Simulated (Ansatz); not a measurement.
Ge$_{2}$Mo in space group Cmcm (No. 63; Ge on 4c, Ge on 4c, Mo on 4c) under volume change, plane-wave PAW PBE (Ansatz code), shape and atoms relaxed at each volume.

| V (Å³/atom) | E − E(relaxed) (meV/atom) | P (GPa) |
|---|---|---|
| 14.497 | 65.5 | 16.16 |
| 14.975 | 27.1 | 9.74 |
| 15.453 | 6.3 | 4.38 |
| 15.931 | 0.0 | 0.00 |
| 16.409 | 5.2 | -3.23 |
| 16.887 | 18.7 | -5.79 |
| 17.365 | 39.0 | -7.67 |

Question: What does a third-order Birch–Murnaghan fit give for V₀, B₀ and B′?

Answer: V₀ = 15.95 Å³/atom, B₀ = 123 GPa, B′ = 7.0.

The cell is a constructed one: a structure type filled with these elements; neither database checked (COD, Materials Project) lists it. COD files the formula under space group No. 62, so this cell is another polymorph or a model. Its standing as an ambient phase is unchecked. Symmetry was held in the PBE relaxation; its stability against distortions is not shown here. No spin polarisation was allowed.

Potentials: the later of the program's two PAW sets.
